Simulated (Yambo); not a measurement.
BSE-type run in Yambo on LiNbO₂ (space group P6_3/mmc, No. 194), at zero momentum.

Quantum ESPRESSO step (PBEsol, PseudoDojo standard norm-conserving files, scalar-relativistic):
```
&CONTROL
  calculation = 'nscf'
  pseudo_dir = './pseudo'
  outdir = './out'
/
&SYSTEM
  ibrav = 0
  nat = 8
  ntyp = 3
  ecutwfc = 84.0
  ecutrho = 336.0
  occupations = 'fixed'
  force_symmorphic = .true.
  nbnd = 60
/
&ELECTRONS
  conv_thr = 8e-09
  diago_full_acc = .true.
  diago_thr_init = 1e-08
/
ATOMIC_SPECIES
Li 6.9400 Li.upf
O 15.9990 O.upf
Nb 92.9064 Nb.upf
CELL_PARAMETERS angstrom
  2.921780128000   0.000000000000   0.000000000000
 -1.460890064000   2.530335815000   0.000000000000
  0.000000000000   0.000000000000  10.451030000000
ATOMIC_POSITIONS crystal
Li   0.000000000000   0.000000000000   0.000000000000
Li   0.000000000000   0.000000000000   0.500000000000
O   0.333333333000   0.666666667000   0.121830000000
O   0.666666667000   0.333333333000   0.878170000000
O   0.666666667000   0.333333333000   0.621830000000
O   0.333333333000   0.666666667000   0.378170000000
Nb   0.333333333000   0.666666667000   0.750000000000
Nb   0.666666667000   0.333333333000   0.250000000000
K_POINTS automatic
9 9 2 0 0 0
```

Yambo input:
```
rim_cut
optics
bse
bss
dipoles
RandQpts= 1000000
RandGvec= 1 Ry
FFTGvecs= 40 Ry
BSKmod= "HARTREE"
BSEmod= "resonant"
BSSmod= "hs"
BSENGexx= 15 Ry
% KfnQP_E
 0.71 | 1.0 | 1.0 |
%
% BSEQptR
 1 | 1 |
%
% BSEBands
 24 | 38 |
%
% BEnRange
 0.0 | 7.6 | eV
%
% BDmRange
 0.15 | 0.15 | eV
%
BEnSteps= 152
% BLongDir
 1.0 | 0.0 | 0.0 |
%
BSHayTrs= -0.02
BSSNEig= 24
WRbsWF
```

From the report:

The dimension is k points × valence × conduction bands = 162 × 5 × 10 = 8100.
```
  [SLEPC] Approach                          : Krylov-Schur
  [SLEPC] Number of requested eigenvalues   :  24
  [SLEPC] Number of eigenvalues        [NEV]:  24
   [K] Dimension                                    :   8100
   [K] Bands                                        :   24   38
   [K] Exchange res                                 : yes
   [K] Correlation res                              : no
   [K] W interaction is bare                        : no
   [K] RL vectors exchange                          :   523
```

Spin-orbit coupling is not included.

Geometry of the Materials Project entry, not relaxed at this level.
